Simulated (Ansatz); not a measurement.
Map of one atom of the cell for Te (trigonal-Te type, space group P3_121)

Relaxed Te (trigonal-Te type, space group P3_121):

```xyz
3
Lattice="4.6241 0.0000 0.0000 -2.3121 4.0046 0.0000 0.0000 0.0000 5.9034" Properties=species:S:1:pos:R:3 pbc="T T T"
Te     1.1715     0.0000     1.9678
Te    -0.5858     1.0146     3.9356
Te     1.7263     2.9900     0.0000
```

In this cell atom 2 (Te, nearest neighbour Te at 2.827 Å; its periodic images, 4.6 Å or more away, move with it) is moved by u·(1.000, 0.000, 0.000) + v·(0.000, 1.000, 0.000); the rest is frozen.

These are r2SCAN (plane waves to 500 eV, PAW, scalar-relativistic; Ansatz, an electronic-structure program) values and carry that method's errors. k mesh 7×7×5 (Γ-centred), Fermi-Dirac smearing 0.05 eV. Energies are smeared free energies. As the smearing reaches across the gap at some points, energies and forces of such displacements shift with the k mesh and the smearing. Fu and Fv are the components of the force on the atom. Spin-orbit coupling is left out, though Te is heavy. Te was relaxed with its symmetry unable to fall. The zero of ΔE is the undisplaced structure. Axes are in Å.

ΔE (meV/cell), with u across and v down:

```csv
v \ u,-0.420,-0.280,-0.140,0.000,0.140,0.280,0.420
-0.420,483,414,395,438,556,757,1053
-0.280,315,218,169,180,263,428,681
-0.140,234,123,54,41,94,223,433
0.000,217,105,28,0,31,128,299
0.140,236,136,64,33,51,126,263
0.280,260,188,136,114,130,191,301
0.420,254,227,211,212,239,295,385
```

Fu (eV/Å), with u across and v down:

```csv
v \ u,-0.420,-0.280,-0.140,0.000,0.140,0.280,0.420
-0.420,0.63,0.33,-0.07,-0.56,-1.13,-1.77,-2.46
-0.280,0.81,0.54,0.15,-0.32,-0.87,-1.49,-2.14
-0.140,0.90,0.66,0.31,-0.13,-0.64,-1.20,-1.80
0.000,0.89,0.69,0.39,0.00,-0.45,-0.95,-1.48
0.140,0.78,0.63,0.38,0.06,-0.32,-0.75,-1.21
0.280,0.57,0.46,0.28,0.03,-0.27,-0.61,-0.97
0.420,0.22,0.16,0.06,-0.09,-0.29,-0.52,-0.78
```

Key numbers:

Principal force constants in the plane (five-point differences of the forces): 2.6 and 4.2 eV/Å². Softest direction at the centre: 30° from u towards v. Centre of the map: a minimum. Lowest place on the grid: u = 0.000 Å, v = 0.000 Å (0 meV/cell). Highest place on the grid: u = 0.420 Å, v = -0.420 Å (1053 meV/cell).

The 49 points together took about 80 core-minutes (a rough figure).

(For displaced atoms, the force is minus the slope of the energy, and its curvature is a force constant, which sets phonon frequencies.)
